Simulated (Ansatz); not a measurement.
LiNbO3 (LiNbO3 type, space group R3c)

```yaml
crystal:
  lattice:
    - [2.56874, 1.48306, 4.62825]
    - [-2.56874, 1.48306, 4.62825]
    - [0.00000, -2.96613, 4.62825]
  atoms:
    - { symbol: Li, position: [0.70218, 0.70218, 0.70218] }
    - { symbol: Li, position: [0.20218, 0.20218, 0.20218] }
    - { symbol: Nb, position: [0.98418, 0.98418, 0.98418] }
    - { symbol: Nb, position: [0.48418, 0.48418, 0.48418] }
    - { symbol: O, position: [0.62231, 0.87636, 0.26469] }
    - { symbol: O, position: [0.87636, 0.26469, 0.62231] }
    - { symbol: O, position: [0.26469, 0.62231, 0.87636] }
    - { symbol: O, position: [0.76469, 0.37636, 0.12231] }
    - { symbol: O, position: [0.37636, 0.12231, 0.76469] }
    - { symbol: O, position: [0.12231, 0.76469, 0.37636] }
```

The slice is a (-1 1 0 4) plane (indices of the conventional cell) through the point (0.202, 0.202, 0.202) (fractional), spanned by u = [1 0 -1] and v = [1 -1 1] in vectors of this cell: u (5.14 Å) and v (7.52 Å, at 90° to u). It covers one period; positions are fractions (u, v).

All values below come from r2SCAN (plane waves to 500 eV, PAW, scalar-relativistic; Ansatz, a quantum-chemistry and plane-wave program). k mesh 8×8×8. Near the nuclei the fields are pseudised (PAW); where an atom keeps semicore shells as valence, they peak there. LiNbO3 is run without spin polarisation. LiNbO3 was relaxed with its symmetry unable to fall.

### Question
Predict the map of the density of the lowest conduction band (whole band as if filled, smooth part) on the slice.

### Answer
| v \ u | 0.00 | 0.11 | 0.21 | 0.32 | 0.42 | 0.53 | 0.63 | 0.74 | 0.84 | 0.95 |
|---|---|---|---|---|---|---|---|---|---|---|
| 0.86 | 0.001 | 0.001 | 0.005 | 0.035 | 0.131 | 0.116 | 0.085 | 0.012 | 0.001 | 0.002 |
| 0.71 | 0.004 | 0.002 | 0.008 | 0.052 | 0.125 | 0.155 | 0.053 | 0.008 | 0.026 | 0.011 |
| 0.57 | 0.001 | 0.001 | 0.002 | 0.005 | 0.005 | 0.001 | 0.001 | 0.001 | 0.001 | 0.001 |
| 0.43 | 0.000 | 0.000 | 0.003 | 0.014 | 0.023 | 0.038 | 0.024 | 0.005 | 0.001 | 0.000 |
| 0.29 | 0.003 | 0.017 | 0.008 | 0.017 | 0.053 | 0.021 | 0.119 | 0.028 | 0.004 | 0.002 |
| 0.14 | 0.002 | 0.005 | 0.002 | 0.010 | 0.034 | 0.026 | 0.014 | 0.004 | 0.001 | 0.001 |
| 0.00 | 0.000 | 0.000 | 0.001 | 0.002 | 0.004 | 0.011 | 0.020 | 0.008 | 0.002 | 0.000 |

Values: density of the lowest conduction band (whole band as if filled, smooth part) in e/Å³.
